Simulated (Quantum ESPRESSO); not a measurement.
# Band energies of GaAlN2 at -1 % biaxial strain

```xyz
4
Lattice="3.1115 0.0000 0.0000 0.0000 3.1115 0.0000 0.0000 0.0000 4.4717" Properties=species:S:1:pos:R:3 pbc="T T T"
N      1.5558     0.0000     3.3081
N      0.0000     1.5558     1.1636
Al     1.5558     1.5558     2.2358
Ga     0.0000     0.0000     0.0000
```

PBEsol (pw.x of Quantum ESPRESSO, ONCV potentials, no spin-orbit coupling); path ΓXMΓZRAZ,XR,MA; energies in eV from the valence-band maximum.

| k (1/Å) | point | band 9 | band 10 | band 11 | band 12 | band 13 | band 14 | band 15 | band 16 |
|---|---|---|---|---|---|---|---|---|---|
| 0.00 | Γ | -2.28 | -2.28 | -0.31 | 0.00 | 0.00 | 2.84 | 3.51 | 7.77 |
| 0.67 |  | -4.28 | -3.39 | -1.64 | -1.49 | -0.26 | 5.53 | 6.16 | 8.61 |
| 1.01 | X | -4.56 | -3.09 | -3.04 | -0.93 | -0.64 | 7.14 | 7.15 | 8.10 |
| 1.46 |  | -4.49 | -2.82 | -2.79 | -1.98 | -1.97 | 5.27 | 5.53 | 7.74 |
| 2.02 | M | -4.97 | -2.41 | -2.38 | -2.38 | -2.37 | 3.15 | 3.15 | 6.20 |
| 2.22 |  | -4.81 | -2.61 | -2.60 | -2.29 | -2.27 | 3.41 | 3.62 | 6.45 |
| 2.94 |  | -3.30 | -3.14 | -2.07 | -0.90 | -0.77 | 4.86 | 5.50 | 8.72 |
| 3.45 | Γ | -2.28 | -2.28 | -0.31 | 0.00 | 0.00 | 2.84 | 3.51 | 7.77 |
| 3.68 |  | -2.16 | -2.16 | -0.88 | -0.18 | -0.18 | 3.37 | 3.92 | 7.91 |
| 4.15 | Z | -2.68 | -1.53 | -1.53 | -0.97 | -0.97 | 5.16 | 5.27 | 7.98 |
| 4.45 |  | -3.56 | -1.45 | -1.41 | -1.13 | -0.89 | 5.61 | 5.84 | 8.07 |
| 5.06 |  | -6.23 | -0.99 | -0.93 | -0.76 | -0.54 | 5.22 | 6.55 | 9.00 |
| 5.16 | R | -6.30 | -0.97 | -0.91 | -0.74 | -0.53 | 5.17 | 6.53 | 9.10 |
| 5.77 |  | -5.28 | -3.35 | -3.00 | -1.87 | -1.86 | 6.41 | 6.61 | 7.64 |
| 6.17 | A | -4.39 | -4.05 | -3.33 | -3.31 | -3.31 | 5.97 | 5.97 | 8.87 |
| 6.45 |  | -4.79 | -3.97 | -3.71 | -2.35 | -2.14 | 6.19 | 6.22 | 8.27 |
| 7.12 |  | -3.96 | -2.33 | -2.07 | -0.98 | -0.60 | 6.23 | 6.87 | 8.04 |
| 7.60 | Z | -2.68 | -1.53 | -1.53 | -0.97 | -0.97 | 5.16 | 5.27 | 7.98 |
| 7.60 | X | -4.56 | -3.09 | -3.04 | -0.93 | -0.64 | 7.14 | 7.15 | 8.10 |
| 7.70 |  | -4.73 | -2.90 | -2.88 | -0.93 | -0.64 | 7.04 | 7.16 | 8.12 |
| 8.30 | R | -6.30 | -0.97 | -0.91 | -0.74 | -0.53 | 5.17 | 6.53 | 9.10 |
| 8.30 | M | -4.97 | -2.41 | -2.38 | -2.38 | -2.37 | 3.15 | 3.15 | 6.20 |
| 9.00 | A | -4.39 | -4.05 | -3.33 | -3.31 | -3.31 | 5.97 | 5.97 | 8.87 |

The PBEsol gap is direct, 2.84 eV at Γ.

Spin-orbit splittings are left out.

Geometry strained from the cell relaxed with PBEsol, atoms relaxed again.

The structure is a Materials Project entry; no match was found in the copy of COD used, and its stability was not checked.
